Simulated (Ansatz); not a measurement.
TiC:
```xyz
6
Lattice="4.2138 0.0000 0.0000 0.0000 4.2138 0.0000 0.0000 0.0000 4.2138" Properties=species:S:1:pos:R:3 pbc="T T T"
Ti     0.0000     2.1069     2.1069
Ti     2.1069     0.0000     2.1069
Ti     2.1069     2.1069     0.0000
C      2.1069     0.0000     0.0000
C      0.0000     2.1069     0.0000
C      0.0000     0.0000     2.1069
```

Relaxed with PBEsol. Special points in fractions of this cell's reciprocal vectors: Γ (0.000, 0.000, 0.000); X (0.000, 0.500, 0.000); M (0.500, 0.500, 0.000); R (0.500, 0.500, 0.500).

**Question.** List the band energies nearest the Fermi level at these points for PBEsol (plane waves, PAW; program Ansatz).

**Answer.** In eV from the Fermi level; about four levels below and three above (degenerate sets whole), none deeper than 8.9 eV; points with the same levels are listed once.

```csv
k,below,above
Γ,-2.35 -2.35 -2.35 -0.68 -0.68 -0.68,0.53 0.53 0.53
X,-1.55 -0.87 -0.87 -0.31,0.03 0.14 0.14
M,-1.57 -1.57 -0.56 -0.08,0.90 0.90 2.41
R,-4.41 -4.41 -4.41 -2.94 -2.94 -2.94,0.46 0.46 0.46
```

Space group Pm-3m. The start of the workflow was typed in or built on a structure type; neither database checked (COD, Materials Project) lists it. It is not the phase usual at ambient conditions (space group No. 225). Symmetry was held in the PBEsol relaxation; its stability against distortions is not shown here. No spin polarisation was allowed. Its formation energy is positive at this level, so the cell may be metastable or incomplete.

Potentials: the earlier of the program's two PAW sets. The files were generated under PBE; for other functionals the program regenerates the frozen cores, and for LDA and PBEsol the local potential too.
